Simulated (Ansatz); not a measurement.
Ansatz (a program for electronic structure) input:

Ansatz 0.2 input:
```yaml
crystal:
  lattice:
    - [0.0, 3.2715796356, 3.2715796356]
    - [3.2715796356, 0.0, 3.2715796356]
    - [3.2715796356, 3.2715796356, 0.0]
  atoms:
    - { symbol: S, position: [0.25, 0.25, 0.25] }
    - { symbol: Pb, position: [0.0, 0.0, 0.0] }
kpoints:
  mp_grid: { grid: [6, 6, 6] }
  band_path:
    path:
      - [[0.0, 0.0, 0.0], [0.5, 0.0, 0.5], [0.625, 0.25, 0.625]]  # Γ-X-U
      - [[0.375, 0.375, 0.75], [0.0, 0.0, 0.0], [0.5, 0.5, 0.5], [0.5, 0.25, 0.75], [0.5, 0.0, 0.5]]  # K-Γ-L-W-X
      - [VBM, CBM]
    npoints: 12
basis: { xc_grid: 2 }
hamiltonian:
  xc: pbesol
  pseudopotentials: { azcp: { folder: ./paw }, kind: paw_fr }
magnetization: { noncollinear: true, spin_orbit: true }
scf:
  n_extra_bands: 12
  convergence: { dr2_threshold: 0.0000000001 }
  occupations: { method: gaussian, width: 0.01 }
checkpoint: { write: soc.run }
output: { eigenvalues: true }
```

Output (shortened):

```
Pseudopotential: S, paw, valence charge 6
Pseudopotential: Pb, paw, valence charge 14
Functional definition: PBEsol
non-collinear run that drives no moment, with spin-orbit …
Crystal: 2 atoms, lattice volume = 70.033 Å³
Basis set: ecut = 420 eV, 1363 PW (Γ), exchange–correlation on 64×64×64 points (8 copies of the dense FFT grid, shifted against one another)
Bands: 32, of which v1, the nominal top of the filled ones, is band 20 counted from 1 (19 counted from 0)
Symmetry: 24 space group operations + 24 with time reversal
k-points: 16 of 216 (time reversal used)
Projection manifold: j_resolved (fully-relativistic pseudo-atomic orbitals)
SCF iter   1: F=—  HF=-12680.605792 eV  |F-HF|=—  |Δ(HF+E_count)|=         —  Δρ=2.61e-2  dr2=1.20e0  dr2_m=0.00e0 (ungated)  ethr=3.10e-3  |M|=0.00e0 ∫|m|=0.00e0 μB  |m|>n=0.0e0 m-floor=0.0e0 τ_xc=0.0e0  β_m=0.30  ⟨swp⟩=9.6  Hψ=3440  notcnv=0  defer=14
preconditioner: auto → none
SCF iter   2: F=—  HF=-12680.300655 eV  |F-HF|=—  |Δ(HF+E_count)|=   3.05e-1  Δρ=1.02e-2  dr2=9.32e-2  dr2_m=0.00e0 (ungated)  ethr=3.10e-3  |M|=0.00e0 ∫|m|=0.00e0 μB  |m|>n=0.0e0 m-floor=0.0e0 τ_xc=0.0e0  β_m=0.34  ⟨swp⟩=3.0  Hψ=915  notcnv=0  defer=80
SCF iter   3: F=—  HF=-12680.291453 eV  |F-HF|=—  |Δ(HF+E_count)|=   9.20e-3  Δρ=6.21e-3  dr2=2.61e-2  dr2_m=0.00e0 (ungated)  ethr=4.66e-4  |M|=0.00e0 ∫|m|=0.00e0 μB  |m|>n=0.0e0 m-floor=0.0e0 τ_xc=0.0e0  β_m=0.56  ⟨swp⟩=2.0  Hψ=540  notcnv=0  defer=80
SCF iter   4: F=—  HF=-12680.292278 eV  |F-HF|=—  |Δ(HF+E_count)|=   8.25e-4  Δρ=6.00e-4  dr2=1.55e-4  dr2_m=0.00e0 (ungated)  ethr=1.30e-4  |M|=0.00e0 ∫|m|=0.00e0 μB  |m|>n=0.0e0 m-floor=0.0e0 τ_xc=0.0e0  β_m=0.61  ⟨swp⟩=3.8  Hψ=758  notcnv=0  defer=80
SCF iter   5: F=—  HF=-12680.292458 eV  |F-HF|=—  |Δ(HF+E_count)|=   1.80e-4  Δρ=1.81e-4  dr2=1.32e-5  dr2_m=0.00e0 (ungated)  ethr=7.73e-7  |M|=0.00e0 ∫|m|=0.00e0 μB  |m|>n=0.0e0 m-floor=0.0e0 τ_xc=0.0e0  β_m=0.77  ⟨swp⟩=2.8  Hψ=842  notcnv=0  defer=80
SCF iter   6: F=—  HF=-12680.292464 eV  |F-HF|=—  |Δ(HF+E_count)|=   6.12e-6  Δρ=1.84e-5  dr2=1.75e-7  dr2_m=0.00e0 (ungated)  ethr=6.59e-8  |M|=0.00e0 ∫|m|=0.00e0 μB  |m|>n=0.0e0 m-floor=0.0e0 τ_xc=0.0e0  β_m=0.75  ⟨swp⟩=2.2  Hψ=705  notcnv=0  defer=80
SCF iter   7: F=—  HF=-12680.292464 eV  |F-HF|=—  |Δ(HF+E_count)|=   3.83e-7  Δρ=3.58e-6  dr2=5.72e-9  dr2_m=0.00e0 (ungated)  ethr=8.74e-10  |M|=0.00e0 ∫|m|=0.00e0 μB  |m|>n=0.0e0 m-floor=0.0e0 τ_xc=0.0e0  β_m=0.87  ⟨swp⟩=2.1  Hψ=818  notcnv=0  defer=80
SCF iter   8: F=—  HF=-12680.292464 eV  |F-HF|=—  |Δ(HF+E_count)|=   1.59e-8  Δρ=1.22e-6  dr2=9.57e-10  dr2_m=0.00e0 (ungated)  ethr=2.86e-11  |M|=0.00e0 ∫|m|=0.00e0 μB  |m|>n=0.0e0 m-floor=0.0e0 τ_xc=0.0e0  β_m=0.84  ⟨swp⟩=2.9  Hψ=848  notcnv=0  defer=80
SCF iter   9: F=-12680.292464 eV  HF=-12680.292464 eV  |F-HF|=9.09e-12  |Δ(HF+E_count)|=  5.64e-11  Δρ=6.46e-8  dr2=2.17e-12  dr2_m=0.00e0 (ungated)  ethr=1.00e-12  |M|=0.00e0 ∫|m|=0.00e0 μB  |m|>n=0.0e0 m-floor=0.0e0 τ_xc=0.0e0  ⟨swp⟩=11.4  Hψ=3008  notcnv=0
SCF 1 converged in 9 iterations: F = -12680.292464 eV  dr2 = 2.17e-12
NSCF: frozen V_eff on 16 k-points
NSCF: frozen V_eff on 16 k-points
NSCF: frozen V_eff on 16 k-points
NSCF: frozen V_eff on 15 k-points
NSCF: frozen V_eff on 3 k-points
NSCF: frozen V_eff on 7 k-points
NSCF: frozen V_eff on 13 k-points
NSCF: frozen V_eff on 5 k-points
NSCF: frozen V_eff on 3 k-points
NSCF: frozen V_eff on 6 k-points
NSCF: frozen V_eff on 6 k-points
NSCF: frozen V_eff on 6 k-points
NSCF: frozen V_eff on 3 k-points
NSCF: frozen V_eff on 1 k-points
NSCF: frozen V_eff on 87 k-points
SCF converged after 9 iterations
Magnetization: |M| = 0.0000 μB,  M = (+0.0000, +0.0000, +0.0000) μB
Absolute magnetization: 0.0000 μB (∫|m|)
  site 0: m = (+0.0000, +0.0000, +0.0000) μB, |m| = 0.0000 μB  (R = 1.17 Å)
  site 1: m = (+0.0000, +0.0000, +0.0000) μB, |m| = 0.0000 μB  (R = 1.17 Å)
Free energy (F): -12680.292464 eV
Harris-Foulkes:  -12680.292464 eV  (|F-HF|=9.09e-12)
Internal energy: -12680.292464 eV  (E = F + TS)
E sigma→0 (E₀):  -12680.292464 eV
Fermi energy:    5.253167 eV
--- Per-component energies (eV) ---
  E_band       = -116.375990
  E_kinetic    = 398.427718
  E_local      = -1515.022323  (includes V_loc(G=0)·N_el)
  E_nonlocal   = 339.607489
  E_hartree    = 577.580466
  E_xc         = -292.872192
  E_vxc        = -221.149281  (∫ρ·V_xc dr)
  E_paw        = -10869.465542  (= ΣΔE_a)
  E_vpaw       = -273.400531  (= ΣTr[D̂ρ^β])
  E_aug_tail   = -0.000008  (compensation charges beyond the density's cutoff)
  E_ewald      = -1318.684533
  E_core_change = 0.136461  (= ΣΔE_core)
  E_smearing   =  0.000000  (= −TS)
  E_closure    = 0.000000  (closes the sum)
  Σ components = -12680.292464   (vs F -12680.292464, Δ=0.00e0)
  [band-id]    e_kinetic+e_local+e_nonlocal+2·e_hartree+e_vxc+e_vpaw+e_augmentation_tail = -116.376004   (vs E_band -116.375990, Δ=-1.48e-5)
--- Band table (eV; the first three rows and the last of 16) ---
  k-point 0: bands = ["-12.9411", "-12.9411", "-12.9411", "-12.9411", "-10.3976", "-10.3976", "-10.3629", "-10.3629", "-10.3629", "-10.3629", "-7.7952", "-7.7952", "-0.8141", "-0.8141", "2.9627", "2.9627", "3.2295", "3.2295", "3.2295", "3.2295", "6.2370", …
  k-point 1: bands = ["-12.9414", "-12.9411", "-12.9411", "-12.9396", "-10.4010", "-10.4010", "-10.3687", "-10.3687", "-10.3605", "-10.3568", "-7.6310", "-7.6310", "-1.3171", "-1.3171", "2.8237", "2.8237", "3.0846", "3.1003", "3.2666", "3.2666", "6.4831", …
  k-point 2: bands = ["-12.9414", "-12.9414", "-12.9402", "-12.9384", "-10.4108", "-10.4108", "-10.3759", "-10.3759", "-10.3518", "-10.3481", "-7.2464", "-7.2464", "-2.2544", "-2.2544", "2.5355", "2.5355", "2.8451", "2.8594", "3.1392", "3.1392", "7.1288", …
  k-point 15: bands = ["-12.9562", "-12.9424", "-12.9314", "-12.9286", "-10.4610", "-10.4058", "-10.3629", "-10.3568", "-10.3519", "-10.3457", "-6.6991", "-6.6947", "-3.1114", "-3.1071", "1.3730", "1.6518", "1.8200", "1.8707", "4.8661", "4.9106", "6.2595", …
```

Cost: about 40 core-seconds (a rough figure) on shared cores.

Space group F-43m (zinc blende). The start of the workflow was typed in or built on a structure type; neither database checked (COD, Materials Project) lists it. It is not the phase usual at ambient conditions (space group No. 225). The PBEsol relaxation kept the symmetry of its start. At this level the phase is mechanically unstable.

Potentials: the earlier of the program's two PAW sets. The files were generated under PBE; for other functionals the program regenerates the frozen cores, and for LDA and PBEsol the local potential too.

Ansatz is a plane-wave DFT program.
